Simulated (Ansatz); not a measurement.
Sb2Se3:
```
CELL_PARAMETERS angstrom
     11.66748     0.00000     0.00000
      0.00000     3.98949     0.00000
      0.00000     0.00000    11.35606
ATOMIC_POSITIONS crystal
  Sb 0.01968 0.25000 0.32921
  Sb 0.98032 0.75000 0.67079
  Sb 0.48032 0.75000 0.82921
  Sb 0.51968 0.25000 0.17079
  Sb 0.15136 0.75000 0.03980
  Sb 0.84864 0.25000 0.96020
  Sb 0.34864 0.25000 0.53980
  Sb 0.65136 0.75000 0.46020
  Se 0.05578 0.25000 0.86737
  Se 0.94422 0.75000 0.13263
  Se 0.44422 0.75000 0.36737
  Se 0.55578 0.25000 0.63263
  Se 0.12874 0.75000 0.44676
  Se 0.87126 0.25000 0.55324
  Se 0.37126 0.25000 0.94676
  Se 0.62874 0.75000 0.05324
  Se 0.21613 0.25000 0.19851
  Se 0.78387 0.75000 0.80149
  Se 0.28387 0.75000 0.69851
  Se 0.71613 0.25000 0.30149
```

Relaxed with PBE+D3(BJ). Special points in fractions of this cell's reciprocal vectors: Γ (0.000, 0.000, 0.000); X (0.500, 0.000, 0.000); S (0.500, 0.500, 0.000); Y (0.000, 0.500, 0.000); Z (0.000, 0.000, 0.500); U (0.500, 0.000, 0.500); R (0.500, 0.500, 0.500); T (0.000, 0.500, 0.500).

List the band energies nearest the valence-band maximum at these points for DFT-PBE+D3(BJ) in the program Ansatz with PAW potentials.

In eV from the valence-band maximum; about four levels below and three above (degenerate sets whole), none deeper than 8.9 eV; points with the same levels are listed once.

| k | below | above |
|---|---|---|
| Γ | -0.50 -0.23 -0.16 -0.15 | 0.89 1.16 1.20 |
| X | -0.31 -0.31 -0.07 -0.07 | 1.03 1.03 1.21 1.21 |
| S | -0.48 -0.48 -0.48 -0.48 | 1.72 1.72 1.72 1.72 |
| Y | -0.74 -0.74 -0.31 -0.31 | 1.39 1.39 1.70 1.70 |
| Z | -0.42 -0.42 -0.28 -0.28 | 0.91 0.91 1.60 1.60 |
| U | -0.48 -0.48 -0.43 -0.43 | 0.92 0.92 1.67 1.67 |
| R | -0.97 -0.97 -0.97 -0.97 | 1.52 1.52 1.52 1.52 |
| T | -0.83 -0.83 -0.67 -0.67 | 1.26 1.26 1.58 1.58 |

Space group Pnma. The PBE+D3(BJ) relaxation kept the symmetry of its start. Spin–orbit coupling is left out wherever it is not named.

Potentials: the later of the program's two PAW sets.
